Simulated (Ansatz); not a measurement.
Here are 2 structures of PdOTe, each relaxed with r2SCAN (Ansatz). The cells were built from prototypes, so some may not be known phases; spin polarisation is off.

- Janus 1T monolayer: in-plane lattice: a = 3.583 Å, b = 3.583 Å, γ = 120.0°; thickness between the outer nuclei 2.30 Å. Pd has 3 O at 2.23 Å and 3 Te at 2.53 Å; O has 3 Pd at 2.23 Å; Te has 3 Pd at 2.53 Å.
- Janus 2H monolayer: the sheet's in-plane cell has a = 3.256 Å, b = 3.256 Å (γ = 120.0°), and its outermost atoms lie 3.08 Å apart along the normal. Around Pd lie 3 O at 2.09 Å and 3 Te at 2.88 Å; around O lie 3 Pd at 2.09 Å; around Te lie 3 Pd at 2.88 Å and 6 Te at 3.26 Å.

(1) Which is lowest in energy with r2SCAN, and by how much?

(2) Does the order change among the functionals that relaxed these cells?

(3) What gaps does r2SCAN give on these cells?

(4) What gaps does PBE give on these cells?

Results:

(1) Among these cells the lowest with r2SCAN is Janus 1T monolayer, 309 meV an atom below the next, Janus 2H monolayer. Other structures, not computed here, could lie lower.

(2) Not for the lowest cell. PBE agrees on the lowest cell. PBE: Janus 1T monolayer 0, Janus 2H monolayer 247 meV an atom.

(3) Janus 1T monolayer: none (overlap 0.04); Janus 2H monolayer: none (overlap 1.11) (eV; d direct, i indirect).

(4) Janus 1T monolayer: none (overlap 0.12); Janus 2H monolayer: none (overlap 0.99) (eV; d direct, i indirect).

No spin-orbit coupling is included; it can move band edges with weight on the heavy atoms by tenths of an eV.

Where bands overlap the cell is a metal at that level, and these k meshes limit energies, forces and stress.
